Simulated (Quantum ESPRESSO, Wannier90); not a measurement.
## Wannier functions of BaAu2 (P6/mmm)

Cell from Materials Project (mp-30363), symmetrised, no further relaxation. COD (Crystallography Open Database) has an entry of this formula and space group (matched by these alone). Method: PBEsol plane waves in Quantum ESPRESSO 7.5 (PseudoDojo norm-conserving files, 61 Ry, no spin polarisation, no spin-orbit coupling), Bloch states on a 4×4×4 mesh through Γ, Wannier90 4.0.1. Density: 12×12×10 mesh, cold smearing 0.01 Ry. Spin-orbit coupling is left out although heavy elements are present.

On the energy scale of pw.x, whose zero is arbitrary, the Fermi level lies at 12.19 eV.

Input w.win:

```
num_bands = 2
num_wann = 2
exclude_bands = 3-53
num_iter = 1000
conv_tol = 1.0e-6
conv_window = 4
write_hr = true
write_u_matrices = true
auto_projections = true
begin unit_cell_cart
ang
    4.8604300635    0.0000000000    0.0000000000
   -2.4302150318    4.2092559083    0.0000000000
    0.0000000000    0.0000000000    4.2140600000
end unit_cell_cart
begin atoms_frac
Ba   0.0000000000  0.0000000000  0.0000000000
Au  -0.3333333333  0.3333333333  0.5000000000
Au   0.3333333333 -0.3333333333  0.5000000000
end atoms_frac
mp_grid = 4 4 4
begin kpoints
0.0000000000 0.0000000000 0.0000000000
0.0000000000 0.0000000000 0.2500000000
0.0000000000 0.0000000000 0.5000000000
... (61 more lines: the 4x4x4 mesh through Gamma)
end kpoints
```

Input of pw2wannier90.x that gives the overlap and projection files (equivalent; here they were cut from one run over all bands):

```
&inputpp
  outdir = './out'
  prefix = 'pwscf'
  seedname = 'w'
  write_amn = .true.
  write_mmn = .true.
  atom_proj = .true.
  atom_proj_exclude = 1 2 3 4 5 7 8 9 10 11 12 13 14 15 17 18 19 20 21 22 23 24 25
/
```

Output w.wout (banner and timings cut):

```
                                    ------
                                    SYSTEM
                                    ------

                              Lattice Vectors (Ang)
                    a_1     4.860430   0.000000   0.000000
                    a_2    -2.430215   4.209256   0.000000
                    a_3     0.000000   0.000000   4.214060

                   Unit Cell Volume:      86.21459  (Ang^3)

                        Reciprocal-Space Vectors (Ang^-1)
                    b_1     1.292722   0.746353  -0.000000
                    b_2     0.000000   1.492707   0.000000
                    b_3     0.000000  -0.000000   1.491005

 *----------------------------------------------------------------------------*
 |   Site       Fractional Coordinate          Cartesian Coordinate (Ang)     |
 +----------------------------------------------------------------------------+
 | ba   1   0.00000   0.00000   0.00000   |    0.00000   0.00000   0.00000    |
 | au   1  -0.33333   0.33333   0.50000   |   -2.43022   1.40309   2.10703    |
 | au   2   0.33333  -0.33333   0.50000   |    2.43022  -1.40309   2.10703    |
 *----------------------------------------------------------------------------*
                                ------------
                                K-POINT GRID
                                ------------

             Grid size =  4 x  4 x  4      Total points =   64

 *---------------------------------- MAIN ------------------------------------*
 |  Number of Wannier Functions               :                 2             |
 |  Number of Objective Wannier Functions     :                 2             |
 |  Number of input Bloch states              :                 2             |
 |  Output verbosity (1=low, 5=high)          :                 1             |
 |  Timing Level (1=low, 5=high)              :                 1             |
 |  Optimisation (0=memory, 3=speed)          :                 3             |
 |  Length Unit                               :               Ang             |
 |  Post-processing setup (write *.nnkp)      :                 F             |
 |  Using Gamma-only branch of algorithms     :                 F             |
 *----------------------------------------------------------------------------*
 *------------------------------- WANNIERISE ---------------------------------*
 |  Total number of iterations                :              1000             |
 |  Number of CG steps before reset           :                 5             |
 |  Trial step length for line search         :             2.000             |
 |  Convergence tolerence                     :         0.100E-05             |
 |  Convergence window                        :                 4             |
 |  Iterations between writing output         :                 1             |
 |  Iterations between backing up to disk     :               100             |
 |  Write r^2_nm to file                      :                 F             |
 |  Write xyz WF centres to file              :                 F             |
 |  Write on-site energies <0n|H|0n> to file  :                 F             |
 |  Use guiding centre to control phases      :                 F             |
 |  Use phases for initial projections        :                 F             |
 *----------------------------------------------------------------------------*
 *-------------------------------- PLOTTING ----------------------------------*
 |  Plotting Hamiltonian in WF basis          :                 T             |
 *----------------------------------------------------------------------------*

       ... (k-mesh section left out)

 Starting a new Wannier90 calculation ...

 Reading overlaps from w.mmn

 Reading projections from w.amn

 *------------------------------- WANNIERISE ---------------------------------*
 +--------------------------------------------------------------------+<-- CONV
 | Iter  Delta Spread     RMS Gradient      Spread (Ang^2)            |<-- CONV
 +--------------------------------------------------------------------+<-- CONV

 ------------------------------------------------------------------------------
 Initial State
  WF centre and spread    1  ( -2.430215,  1.403085,  2.107030 )     0.26146816
  WF centre and spread    2  (  2.430215, -1.403085,  2.107030 )     0.26146816
  Sum of centres and spreads (  0.000000, -0.000000,  4.214060 )     0.52293633

      0     0.523E+00     0.0000000000        0.5229363249  <-- CONV
        O_D=      0.0000000 O_OD=      0.0000000 O_TOT=      0.5229363 <-- SPRD
 ------------------------------------------------------------------------------
      1     0.000E+00     0.0000000103        0.5229363249  <-- CONV
        O_D=      0.0000000 O_OD=      0.0000000 O_TOT=      0.5229363 <-- SPRD
      2     0.000E+00     0.0000000099        0.5229363249  <-- CONV
        O_D=      0.0000000 O_OD=      0.0000000 O_TOT=      0.5229363 <-- SPRD
      3     0.000E+00     0.0000000094        0.5229363249  <-- CONV
        O_D=      0.0000000 O_OD=      0.0000000 O_TOT=      0.5229363 <-- SPRD
      4     0.000E+00     0.0000000090        0.5229363249  <-- CONV
        O_D=      0.0000000 O_OD=      0.0000000 O_TOT=      0.5229363 <-- SPRD
             <<<     Delta < 1.000E-06  over  4 iterations     >>>
             <<< Wannierisation convergence criteria satisfied >>>
 Final State
  WF centre and spread    1  ( -2.430215,  1.403085,  2.107030 )     0.26146816
  WF centre and spread    2  (  2.430215, -1.403085,  2.107030 )     0.26146816
  Sum of centres and spreads (  0.000000, -0.000000,  4.214060 )     0.52293633

         Spreads (Ang^2)       Omega I      =     0.522936319
        ================       Omega D      =     0.000000000
                               Omega OD     =     0.000000006
    Final Spread (Ang^2)       Omega Total  =     0.522936325
```
